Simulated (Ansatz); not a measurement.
An Ansatz input:

```yaml
crystal:
  lattice:
    - [-1.5278890429, 1.5278890429, 1.5278890429]
    - [1.5278890429, -1.5278890429, 1.5278890429]
    - [1.5278890429, 1.5278890429, -1.5278890429]
  atoms:
    - { symbol: Pd, position: [0.0, 0.0, 0.0], spin: 0.5, spin_axis: [0, 0, 1] }
hamiltonian:
  xc: lda
  pseudopotentials:
    kind: paw_fr
    azcp:
      Pd: "pseudopotentials/Pd.paw.azcp"
basis:
  ecutwfc: 420
  fft_grid_basis: typed
kpoints:
  mp_grid: { grid: [14, 14, 14], shift: [0, 0, 0] }
magnetization:
  noncollinear: true
  spin_orbit: true
scf:
  occupations: { method: fermi_dirac, width: 0.05 }
```

Output

```
Warning: the record states the generating functional pbe (its physics header spells it `PBE`), which answers neither for hamiltonian.xc's functional nor for the lda family's — results may be inconsistent (PPs are generated against a specific XC)
Engine: ansatz 0.2.0, x86_64-unknown-linux-gnu
Pseudopotentials: kind: paw_fr
Pseudopotential: Pd, paw_fr, valence charge 18, recommended cutoff 420 eV (normal) 
Functional definition: SPW92
  exchange = slater_x
  correlation = pw_c
Crystal: 1 atoms, lattice volume = 14.267 Å³
Basis set: ecut = 420 eV, 321 PW (Γ)
Bands: 26, of which v1, the nominal top of the filled ones, is band 18 counted from 1 (17 counted from 0)
Symmetry: 8 space group operations + 8 with time reversal
Magnetic group: BNS 139.537 (UNI 1197), of the structure as read, at distance tolerance 2.4e-5 Å
k-points: 244 of 2744 (time reversal used)
Projection manifold: j_resolved (fully-relativistic pseudo-atomic orbitals)
Non-local potential: Pd, projectors of the file, l = 0: 2, l = 1: 4, l = 2: 4, l = 3: 2
PAW form: soft (Blöchl's): semilocal exchange-correlation on the pseudo side does not see the compensation charge
PAW frozen core: Pd, regenerated for the run's functional, and the local potential with it (the file was generated under x = pbe(κ = 0.804, μ = 0.2195149727645171), c = pbe(β = 0.06672455060314922))
PAW one-centre angular grid: Pd, 590 points (default); XC on 64 Gauss nodes
Initial density: superposition of atomic densities (chi_scale 0.1, normalization cell)
Starting moments: Σ|m| = 0.5 μB on 1 of 1 site
Initial wavefunctions: pseudopotential atomic-orbital guess
Functional: x = slater, c = lda
SCF iter   1: F=—  HF=-6847.692530 eV  |F-HF|=—  |Δ(HF+E_count)|=         —  Δρ=1.72e-1  dr2=4.04e0  dr2_m=6.89e-2  ethr=3.10e-3  |M|=1.90e-1 ∫|m|=1.96e-1 μB  |m|>n=0.0e0 m-floor=0.0e0 τ_xc=0.0e0  β_m=0.30  ⟨swp⟩=6.4  Hψ=30399  notcnv=0  defer=29
SCF iter   2: F=—  HF=-6846.585915 eV  |F-HF|=—  |Δ(HF+E_count)|=    1.11e0  Δρ=5.01e-2  dr2=1.96e-1  dr2_m=3.90e-2  ethr=3.10e-3  |M|=1.73e-1 ∫|m|=1.76e-1 μB  |m|>n=0.0e0 m-floor=0.0e0 τ_xc=6.1e-22  β_m=0.30  ⟨swp⟩=2.8  Hψ=13783  notcnv=0  defer=569
SCF iter   3: F=—  HF=-6846.535102 eV  |F-HF|=—  |Δ(HF+E_count)|=   5.08e-2  Δρ=2.84e-2  dr2=3.59e-2  dr2_m=2.57e-2  ethr=1.09e-3  |M|=1.47e-1 ∫|m|=1.49e-1 μB  |m|>n=0.0e0 m-floor=0.0e0 τ_xc=2.0e-21  β_m=0.30  ⟨swp⟩=2.2  Hψ=8920  notcnv=0  defer=570
SCF iter   4: F=—  HF=-6846.519254 eV  |F-HF|=—  |Δ(HF+E_count)|=   1.58e-2  Δρ=2.33e-2  dr2=1.58e-4  dr2_m=1.77e-2  ethr=2.00e-4  |M|=1.22e-1 ∫|m|=1.24e-1 μB  |m|>n=0.0e0 m-floor=0.0e0 τ_xc=3.0e-21  β_m=0.30  ⟨swp⟩=2.0  Hψ=11082  notcnv=0  defer=570
SCF iter   5: F=—  HF=-6846.521408 eV  |F-HF|=—  |Δ(HF+E_count)|=   2.15e-3  Δρ=1.92e-2  dr2=1.07e-5  dr2_m=1.20e-2  ethr=8.75e-7  |M|=1.03e-1 ∫|m|=1.05e-1 μB  |m|>n=0.0e0 m-floor=0.0e0 τ_xc=3.4e-21  β_m=0.30  ⟨swp⟩=2.0  Hψ=10098  notcnv=0  defer=570
SCF iter   6: F=—  HF=-6846.522896 eV  |F-HF|=—  |Δ(HF+E_count)|=   1.49e-3  Δρ=1.59e-2  dr2=2.89e-6  dr2_m=8.21e-3  ethr=5.93e-8  |M|=8.73e-2 ∫|m|=8.91e-2 μB  |m|>n=0.0e0 m-floor=0.0e0 τ_xc=3.2e-21  β_m=0.30  ⟨swp⟩=2.0  Hψ=10633  notcnv=0  defer=570
SCF iter   7: F=—  HF=-6846.523917 eV  |F-HF|=—  |Δ(HF+E_count)|=   1.02e-3  Δρ=1.32e-2  dr2=6.45e-7  dr2_m=5.68e-3  ethr=1.60e-8  |M|=7.38e-2 ∫|m|=7.55e-2 μB  |m|>n=0.0e0 m-floor=0.0e0 τ_xc=2.7e-21  β_m=0.30  ⟨swp⟩=2.0  Hψ=10202  notcnv=0  defer=570
Mixer restart at iter 7: flushing history
spin-set hold released at iteration 7 (site moments contracting): the magnetisation degrees of freedom join the quasi-Newton model from the next iteration; the mixer history was flushed
SCF iter   8: F=—  HF=-6846.524630 eV  |F-HF|=—  |Δ(HF+E_count)|=   7.13e-4  Δρ=1.10e-2  dr2=6.27e-7  dr2_m=3.95e-3  ethr=3.58e-9  |M|=6.24e-2 ∫|m|=6.40e-2 μB  |m|>n=0.0e0 m-floor=0.0e0 τ_xc=2.4e-21  β_m=0.43  ⟨swp⟩=2.3  Hψ=10863  notcnv=0  defer=570
SCF iter   9: F=—  HF=-6846.526121 eV  |F-HF|=—  |Δ(HF+E_count)|=   1.49e-3  Δρ=3.93e-3  dr2=3.53e-8  dr2_m=5.05e-4  ethr=5.56e-10  |M|=2.35e-2 ∫|m|=2.43e-2 μB  |m|>n=0.0e0 m-floor=0.0e0 τ_xc=6.0e-22  β_m=0.81  ⟨swp⟩=1.0  Hψ=20551  notcnv=0
SCF iter  10: F=—  HF=-6846.526362 eV  |F-HF|=—  |Δ(HF+E_count)|=   2.41e-4  Δρ=2.33e-4  dr2=1.75e-7  dr2_m=1.80e-6  ethr=1.96e-10  |M|=1.14e-3 ∫|m|=1.28e-3 μB  |m|>n=0.0e0 m-floor=0.0e0 τ_xc=8.2e-24  β_m=0.90  ⟨swp⟩=4.0  Hψ=18556  notcnv=0
SCF iter  11: F=—  HF=-6846.526363 eV  |F-HF|=—  |Δ(HF+E_count)|=   1.29e-6  Δρ=7.58e-5  dr2=6.99e-7  dr2_m=7.63e-10  ethr=1.96e-10  |M|=3.08e-5 ∫|m|=3.08e-5 μB  |m|>n=0.0e0 m-floor=0.0e0 τ_xc=8.5e-27  β_m=0.66  ⟨swp⟩=2.8  Hψ=11971  notcnv=0  defer=570
SCF iter  12: F=—  HF=-6846.526363 eV  |F-HF|=—  |Δ(HF+E_count)|=   2.10e-7  Δρ=5.37e-6  dr2=3.14e-9  dr2_m=9.46e-10  ethr=1.96e-10  |M|=2.36e-5 ∫|m|=2.37e-5 μB  |m|>n=0.0e0 m-floor=0.0e0 τ_xc=1.7e-26  β_m=0.66  ⟨swp⟩=1.0  Hψ=17586  notcnv=0
SCF iter  13: F=—  HF=-6846.526363 eV  |F-HF|=—  |Δ(HF+E_count)|=  1.96e-10  Δρ=1.66e-6  dr2=9.82e-12  dr2_m=1.21e-10  ethr=1.74e-11  |M|=4.04e-6 ∫|m|=4.33e-6 μB  |m|>n=0.0e0 m-floor=0.0e0 τ_xc=2.6e-27  β_m=0.83  ⟨swp⟩=2.0  Hψ=11722  notcnv=0
SCF iter  14: F=-6846.526363 eV  HF=-6846.526363 eV  |F-HF|=1.82e-12  |Δ(HF+E_count)|=  1.27e-10  Δρ=1.45e-7  dr2=5.56e-13  dr2_m=8.03e-13  ethr=1.00e-12  |M|=9.37e-7 ∫|m|=9.39e-7 μB  |m|>n=0.0e0 m-floor=0.0e0 τ_xc=8.3e-31  ⟨swp⟩=2.0  Hψ=11727  notcnv=0
WARN: the starting moments were not kept: the SCF closed with an absolute magnetisation of 9.3e-7 μB, where they sum to 0.5 μB in size (1 site). That is at most 0.1 of that sum. Measured as dr2_m measures the in/out step, that magnetisation stands 3.5e-13 eV from none, at or under the dr2_threshold of 1.0e-7 eV: it is no larger than a step whose dr2_m would equal this threshold. The system may hold no moment; this SCF shows only that its start led to no more than that. To try another start: raise the starting moments (crystal.atoms[].spin, magnetization.per_species, magnetization.initial_magnetization, or on a non-collinear deck that types none of these the spinor_matrix: blocks that start its atoms; where the total moment is fixed, keep their sum and leave initial_magnetization as it is; typed ones take the place of any that the run laid by itself, positive ones on a crystal's lanthanoids without a Hubbard term where scf.initial_density.shell_occupations: [] is typed) or, if the notice of its spin-set hold's release reads "site moments contracting" or "site moments show no strong build", lengthen the hold (scf.mixing.spin_hold: { on: { confirm: 4 } }; for m-r²SCAN on two components see the key's manual first). Each may lead to a state that holds a moment. A second SCF, from the converged charge density, with the starting moments and any scf.initial_density.shell_occupations laid on it anew, would have followed, and was not run: the deck does not ask for one (magnetization.retry_lost_moments is false, the default). To let it run, set magnetization.retry_lost_moments: true and run the deck again, where that key's refused combinations let it; where memory then withholds it, that run's warning says so.
SCF 1 converged in 14 iterations: F = -6846.526363 eV  dr2 = 5.56e-13
SCF converged after 14 iterations
Magnetization: |M| = 0.0000 μB,  M = (-0.0000, -0.0000, -0.0000) μB
Absolute magnetization: 0.0000 μB (∫|m|, with the PAW one-centre terms)
  site 0: m = (-0.0000, +0.0000, -0.0000) μB, |m| = 0.0000 μB  (R = 1.09 Å)
Free energy (F): -6846.526363 eV
Harris-Foulkes:  -6846.526363 eV  (|F-HF|=1.82e-12)
Internal energy: -6846.515076 eV  (E = F + TS)
E sigma→0 (E₀):  -6846.520720 eV
Entropy (-TS):   -0.011287 eV (-11.287 meV/atom)
Fermi energy:    20.348077 eV
--- Per-component energies (eV) ---
  E_band       = -128.082817
  E_kinetic    = 514.494466
  E_local      = -1705.181603  (includes V_loc(G=0)·N_el)
  E_nonlocal   = 221.802526
  E_hartree    = 692.143730
  E_xc         = -168.112184
  E_vxc        = -211.899990  (∫ρ·V_xc dr)
  E_paw        = -3624.201448  (= ΣΔE_a)
  E_vpaw       = -331.585898  (= ΣTr[D̂ρ^β])
  E_aug_tail   = 0.000183  (compensation charges beyond the density's cutoff)
  E_ewald      = -2778.145056
  E_core_change = 0.684310  (= ΣΔE_core)
  E_smearing   = -0.011287  (= −TS)
  E_closure    = -0.000000  (closes the sum)
  Σ components = -6846.526363   (vs F -6846.526363, Δ=0.00e0)
```
